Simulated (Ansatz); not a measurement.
Values for one crystal, relaxed and computed with plane-wave PAW r²SCAN (Ansatz code); other levels are named.

```yaml
volume_per_atom: 32.06 Å³
band_gap: 0.88 eV (smallest direct gap 0.89 eV)
Hole effective mass with spin–orbit coupling: 0.029, 0.029, 0.17 mₑ (principal values)
Formation energy from the elements (no fitted shifts): -0.58 eV/atom
Pressure derivative B′: 4.4
Bulk modulus (Birch–Murnaghan fit): 46.4 GPa
Electron effective mass with spin–orbit coupling: 0.030, 0.030, 0.14 mₑ (principal values)
```

### Question
Pick the material that matches.
A) Ca3PbO, anti-perovskite
B) PbS, rock salt
C) SrTe, rock salt
D) TePb2Se, R-3m (Te on 3b, Pb on 6c, Se on 3a)

### Answer
D, TePb2Se, R-3m (Te on 3b, Pb on 6c, Se on 3a)

The workflow started from a Materials Project entry (that database holds measured and hypothetical structures alike); the Crystallography Open Database copy checked does not list it. With Te and Se taken as one species the cell has the higher symmetry Fm-3m, so it may be an ordered model of a mixed-site phase. Its standing as an ambient phase is unchecked. The cell was relaxed with r²SCAN under the symmetry of its start; its stability against distortions is not shown here. The references are the lowest solids computed at this level, not always the standard phases. Spin–orbit coupling is left out wherever it is not named.

Potentials: the later of the program's two PAW sets.
